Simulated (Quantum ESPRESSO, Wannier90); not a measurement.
## GaCuSe2 (chalcopyrite), plane waves to Wannier functions

```
CELL_PARAMETERS angstrom
      5.60274     0.00000     0.00000
      0.00000     5.60274     0.00000
     -2.80137    -2.80137     5.55517
ATOMIC_POSITIONS crystal
  Ga 0.75000 0.25000 0.50000
  Ga 0.50000 0.50000 0.00000
  Cu 0.25000 0.75000 0.50000
  Cu 0.00000 0.00000 0.00000
  Se 0.12500 0.12122 0.75000
  Se 0.37122 0.87500 0.25000
  Se 0.62500 0.62878 0.75000
  Se 0.87878 0.37500 0.25000
```

Cell from Materials Project (mp-4840), symmetrised, no further relaxation. COD (Crystallography Open Database) has an entry of this formula and space group (matched by these alone). Computed values, not measurements, from PBEsol: Quantum ESPRESSO (norm-conserving PseudoDojo potentials, cutoff 74 Ry, no spin polarisation, no spin-orbit coupling) on a Γ-centred 4×4×4 mesh, then Wannier90. Density: 6×6×6 mesh, Gaussian smearing 0.01 Ry. A non-magnetic state is assumed, with no Hubbard U; filled 3d bands tend to lie too high at this level. Spin-orbit coupling, left out, would split the p-like bands by a few tenths of an eV. The gap is small at this level and was sampled on the meshes and a path alone.

The plane-wave run has 91 bands and 128 electrons a cell. On the energy scale of pw.x, whose zero is arbitrary, the valence-band maximum lies at 9.31 eV.

Isolated groups of bands, relative to the valence-band maximum (bands from 65 on overlap up to the last one computed):

| bands | from (eV) | to (eV) | filling | weight on atomic waves |
|---|---|---|---|---|
| 1–2 | -111.55 | -111.55 | filled | Cu 3s 99 % |
| 3–8 | -69.10 | -69.08 | filled | Cu 3p 100 % |
| 9–28 | -48.16 | -48.03 | filled | Se 3d 100 % |
| 29–38 | -15.60 | -15.35 | filled | Ga 3d 97 % |
| 39–42 | -14.62 | -13.01 | filled | Se 4s 71 %, Ga 4p 11 %, Ga 3d 7 % |
| 43–44 | -7.71 | -6.38 | filled | Se 4p 50 %, Ga 4s 37 %, Se 4s 5 % |
| 45–54 | -5.72 | -3.02 | filled | Se 4p 62 %, Cu 3d 22 %, Ga 4p 10 % |
| 55–64 | -2.26 | 0.00 | filled | Cu 3d 75 %, Se 4p 18 % |

Input w.win, without the blocks of cell, atoms and k-points (64 lines):

```
num_bands = 49
num_wann = 30
exclude_bands = 1-42
num_iter = 1000
conv_tol = 1.0e-6
conv_window = 4
dis_num_iter = 1000
dis_conv_tol = 1.0e-6
dis_froz_max = 10.90
dis_win_max = 13.75
write_hr = true
write_u_matrices = true
begin projections
f=-0.25486,0.24614,0.50309: s;p
f=0.49191,0.50165,0.00136: s;p
f=0.24472,-0.24905,0.50457: d
f=0.00249,0.00836,-0.00031: d
f=0.11578,0.12279,-0.25373: p
f=0.37697,-0.12165,0.24730: p
f=-0.38105,-0.38024,-0.25505: p
f=-0.12700,0.36713,0.24215: p
end projections
mp_grid = 4 4 4
```

wannier90.x stops with:
```
dis_windows: Energy window contains fewer states than number of target WFs
```
At some k-point the outer window holds fewer bands than num_wann, so no subspace of that size can be extracted. Mended as below, all else unchanged, the run goes through (Ω_I = 43.2 Å²) and follows the plane-wave bands to 2.0 meV rms (states up to 1.1 eV relative to the valence-band maximum).
Remove the line dis_win_max = 13.75.
